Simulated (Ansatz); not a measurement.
With plane-wave PAW PBEsol (Ansatz code), PbS in the zinc blende structure (F-43m) relaxes to a = 6.543 Å. S has 4 nearest neighbours from 2.83 Å (tetrahedral); Pb has 4 nearest neighbours from 2.83 Å (tetrahedral). Against the elements it lies at -0.28 eV/atom, with no fitted shifts.

The Kohn–Sham gap is 0.63 eV (indirect). The valence maximum lies at W and the conduction minimum at X (3 equivalent valleys). HSE06 on the same cell gives 1.22 eV. Gap from PBEsol with spin–orbit coupling: 0.54 eV. The electron mass is 0.35, 0.35, 1.7 mₑ (principal values). The hole mass is 0.59, 0.59, 0.70 mₑ (principal values).

An equation-of-state fit gives a bulk modulus of 38.9 GPa. The relaxed-ion elastic constants in GPa are C11 = 40.5, C12 = 38.1, C44 = -7.6. Perturbation theory gives ε∞ = 7.42. Letting the ions move raises it to ε0 = 11.8. Born charges are S -2.34, Pb +2.34 e. The phonon dispersion is unstable, down to 34i cm⁻¹. Without the LO–TO term the highest mode at Γ lies at 178 cm^-1.

The start of the workflow was typed in or built on a structure type; neither database checked (COD, Materials Project) lists it. It is not the phase usual at ambient conditions (space group No. 225). The cell was relaxed with PBEsol under the symmetry of its start. The references are the lowest solids computed at this level, not always the standard phases. Scalar-relativistic: spin–orbit coupling is off unless named, which matters more the heavier the elements.

Potentials: the earlier of the program's two PAW sets. The files were generated under PBE; for other functionals the program regenerates the frozen cores, and for LDA and PBEsol the local potential too.
